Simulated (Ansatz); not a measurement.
Hf2N (anti-rutile, space group No. 136), r²SCAN in the plane-wave PAW code Ansatz, all energies at zero smearing, with the estimated change up to a 700 eV cutoff added, with one set of potentials and settings (totals compare only within such a set). Cell of 6 atoms (4 Hf, 2 N): -63712.882 eV.

| element | reference phase | E (eV/atom) |
|---|---|---|
| Hf | P6_3/mmc, 2 atoms in the cell | -15733.7929 |
| N | Pa-3, 8 atoms in the cell | -384.8341 |

Formation energy per atom, worked out: (-63712.882 − 4×(-15733.7929) − 2×(-384.8341))/6 = -1.340 eV/atom (-129 kJ per mol of atoms), at 0 K, without zero-point energy or fitted corrections.

Space group P4_2/mnm (anti-rutile). The first step of the workflow began from a Materials Project structure, measured or hypothetical; the Crystallography Open Database copy checked does not list it. Its standing as an ambient phase is unchecked. The r²SCAN relaxation kept the symmetry of its start; whether a distortion lowers the energy is not shown. No spin polarisation was allowed. The references are the lowest solids computed at this level, not always the standard phases (solids in place of the gases). Scalar-relativistic: spin–orbit coupling is off unless named, which matters more the heavier the elements.

Potentials: the earlier of the program's two PAW sets.
